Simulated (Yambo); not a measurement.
Yambo run on CdS (wurtzite, space group P6_3mc, No. 186). The wavefunctions are PBE (Quantum ESPRESSO, PseudoDojo norm-conserving, 102 Ry, no spin-orbit coupling) ones on a 3×3×2 mesh (26 occupied bands); a = b = 4.169 Å, c = 6.780 Å, α = β = 90.00°, γ = 120.00°.

Yambo input:

```
rim_cut
gw0
dyson
el_el_corr
HF_and_locXC
ppa
em1d
RandQpts= 1000000
RandGvec= 1 Ry
EXXRLvcs= 102 Ry
VXCRLvcs= 408 Ry
Chimod= "HARTREE"
% BndsRnXp
 9 | 195 |
%
NGsBlkXp= 8 Ry
% LongDrXp
 1.0 | 1.0 | 1.0 |
%
PPAPntXp= 27.2114 eV
% GbndRnge
 1 | 127 |
%
GTermKind= "none"
DysSolver= "n"
ExtendOut
% QPkrange
 1 | 1 | 26 | 27 |
%
```

k points by index: 1 = Γ.

The o-*.qp file then holds:

```
#    K-point    Band    Eo [eV]    E [eV]    E-Eo [eV]    Vxc [eV]    Vnlxc [eV]    Sc|Eo [eV]    Sc|E [eV]    dSc/dw|Eo [eV]    Re(Z)    Im(Z)
#
    1    26    0.000000    -0.517110    -0.517110    -15.21651    -18.29081    2.413986    2.557184    -7.533778    0.783168    -0.001450
    1    27    1.160966    1.520909    0.359942    -10.63359    -6.649662    -3.541409    -3.623982    -6.240615    0.813444    -0.001302
```
(The two width columns are left out.) Convergence of these settings isn't established.

Geometry of the Materials Project entry, not relaxed at this level.
